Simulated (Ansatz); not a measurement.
This is a relaxation of cell and atoms with Ansatz 0.2.0 on Ga2AsN, ordered on the rocksalt lattice (R-3m) with 4 atoms a cell; the level of theory is r2SCAN. The starting cell comes from a relaxation with PBE.

```yaml
crystal:
  lattice:
    - [1.6272195816, 0.9394756635, 6.3947829047]
    - [-1.6272195816, 0.9394756635, 6.3947829047]
    - [0.0, -1.878951327, 6.3947829047]
  atoms:
    - { symbol: "N", position: [1.0, 0.0, 0.0] }
    - { symbol: As, position: [0.5, 0.5, 0.5] }
    - { symbol: Ga, position: [0.2706556491, 0.2706556491, 0.2706556491] }
    - { symbol: Ga, position: [0.7293443509, 0.7293443509, 0.7293443509] }
kpoints:
  mp_grid: { grid: [8, 8, 8] }
hamiltonian:
  xc: r2scan
scf:
  occupations: { method: fermi_dirac, width: 0.02 }
relax:
  f_tol: 0.005
  cell: {}
```

The trajectory has 8 recorded frames, each with positions in Å and forces in eV/Å. The last, and any step after a large change of cell, is solved on a basis re-selected at its cell; pressure is positive in compression.

Step 1: energy 0.0 meV/atom from step 1, largest force component 0.074 eV/Å, pressure -3.96 GPa
```xyz
4
Lattice="1.6272 0.9395 6.3948 -1.6272 0.9395 6.3948 0.0000 -1.8790 6.3948" Properties=species:S:1:pos:R:3:forces:R:3 pbc="T T T"
N     1.6272    0.9395    6.3948    0.0000    0.0000    0.0000
As    0.0000    0.0000    9.5922    0.0000    0.0000    0.0000
Ga    0.0000    0.0000    5.1924    0.0000    0.0000   -0.0738
Ga    0.0000    0.0000   13.9920    0.0000    0.0000    0.0738
```

Step 2: energy -16.7 meV/atom from step 1, largest force component 0.210 eV/Å, pressure +0.03 GPa
```xyz
4
Lattice="1.6220 0.9364 6.1710 -1.6220 0.9364 6.1710 0.0000 -1.8729 6.1710" Properties=species:S:1:pos:R:3:forces:R:3 pbc="T T T"
N     1.6220    0.9364    6.1710    0.0000    0.0000    0.0000
As    0.0000    0.0000    9.2565    0.0000    0.0000    0.0000
Ga    0.0000    0.0000    4.9874    0.0000    0.0000   -0.2098
Ga    0.0000    0.0000   13.5255    0.0000    0.0000    0.2098
```

Step 3: energy -22.5 meV/atom from step 1, largest force component 0.261 eV/Å, pressure +2.96 GPa
```xyz
4
Lattice="1.6419 0.9480 5.8590 -1.6419 0.9480 5.8590 0.0000 -1.8959 5.8590" Properties=species:S:1:pos:R:3:forces:R:3 pbc="T T T"
N     1.6419    0.9480    5.8590    0.0000    0.0000    0.0000
As    0.0000    0.0000    8.7885    0.0000    0.0000    0.0000
Ga    0.0000    0.0000    4.7078    0.0000    0.0000   -0.2609
Ga    0.0000    0.0000   12.8691    0.0000    0.0000    0.2609
```

Step 4: energy -25.6 meV/atom from step 1, largest force component 0.057 eV/Å, pressure +0.73 GPa
```xyz
4
Lattice="1.6357 0.9444 5.9976 -1.6357 0.9444 5.9976 0.0000 -1.8887 5.9976" Properties=species:S:1:pos:R:3:forces:R:3 pbc="T T T"
N     1.6357    0.9444    5.9976    0.0000    0.0000    0.0000
As    0.0000    0.0000    8.9965    0.0000    0.0000    0.0000
Ga    0.0000    0.0000    4.8160    0.0000    0.0000   -0.0566
Ga    0.0000    0.0000   13.1769    0.0000    0.0000    0.0566
```

Step 5: energy -26.5 meV/atom from step 1, largest force component 0.031 eV/Å, pressure -0.20 GPa
```xyz
4
Lattice="1.6487 0.9519 5.9494 -1.6487 0.9519 5.9494 0.0000 -1.9038 5.9494" Properties=species:S:1:pos:R:3:forces:R:3 pbc="T T T"
N     1.6487    0.9519    5.9494    0.0000    0.0000    0.0000
As    0.0000    0.0000    8.9242    0.0000    0.0000    0.0000
Ga    0.0000    0.0000    4.7728    0.0000    0.0000   -0.0311
Ga    0.0000    0.0000   13.0755    0.0000    0.0000    0.0311
```

Step 6: energy -26.6 meV/atom from step 1, largest force component 0.036 eV/Å, pressure +0.04 GPa
```xyz
4
Lattice="1.6465 0.9506 5.9510 -1.6465 0.9506 5.9510 0.0000 -1.9013 5.9510" Properties=species:S:1:pos:R:3:forces:R:3 pbc="T T T"
N     1.6465    0.9506    5.9510    0.0000    0.0000    0.0000
As    0.0000    0.0000    8.9265    0.0000    0.0000    0.0000
Ga    0.0000    0.0000    4.7702    0.0000    0.0000    0.0360
Ga    0.0000    0.0000   13.0829    0.0000    0.0000   -0.0360
```

Step 7: energy -26.6 meV/atom from step 1, largest force component 0.001 eV/Å, pressure 0.00 GPa
```xyz
4
Lattice="1.6465 0.9506 5.9542 -1.6465 0.9506 5.9542 0.0000 -1.9013 5.9542" Properties=species:S:1:pos:R:3:forces:R:3 pbc="T T T"
N     1.6465    0.9506    5.9542    0.0000    0.0000    0.0000
As    0.0000    0.0000    8.9313    0.0000    0.0000    0.0000
Ga    0.0000    0.0000    4.7751    0.0000    0.0000   -0.0009
Ga    0.0000    0.0000   13.0876    0.0000    0.0000    0.0009
```

Step 8: energy -26.4 meV/atom from step 1, largest force component 0.001 eV/Å, pressure -0.01 GPa
```xyz
4
Lattice="1.6465 0.9506 5.9542 -1.6465 0.9506 5.9542 0.0000 -1.9013 5.9542" Properties=species:S:1:pos:R:3:forces:R:3 pbc="T T T"
N     1.6465    0.9506    5.9542    0.0000    0.0000    0.0000
As    0.0000    0.0000    8.9313    0.0000    0.0000    0.0000
Ga    0.0000    0.0000    4.7751    0.0000    0.0000   -0.0007
Ga    0.0000    0.0000   13.0876    0.0000    0.0000    0.0007
```

In 7 steps the volume changed by -4.7 %; between the first SCF and the last, each on a basis chosen for its cell, the energy fell by 26.4 meV an atom. At the end: space group R-3m (No. 166), trigonal; conventional cell a = 3.293 Å, c = 17.863 Å, 13.98 Å³ an atom. N is surrounded by 6 Ga at 2.24 Å; As is surrounded by 6 Ga at 2.62 Å; Ga is surrounded by 3 N at 2.24 Å and 3 As at 2.62 Å.

Command: `ansatz run input.yaml --threads 2 --pin off --max-ram 2211MiB --backend cpu --events-out ev --progress --plain --runs-dir out`. Wall time 2.2 min on 2 threads of Intel(R) Xeon(R) Processor @ 2.50GHz (Skylake/Cascade Lake) (shared host); peak host memory 0.6 GiB.

Simulation only: spin-unpolarised, and no claim that this is the phase found in nature.

Where bands overlap the cell is a metal at that level, and these k meshes limit energies, forces and stress. Overlaps of a few tenths of an eV in semilocal functionals can be an artefact that a hybrid or GW lifts.
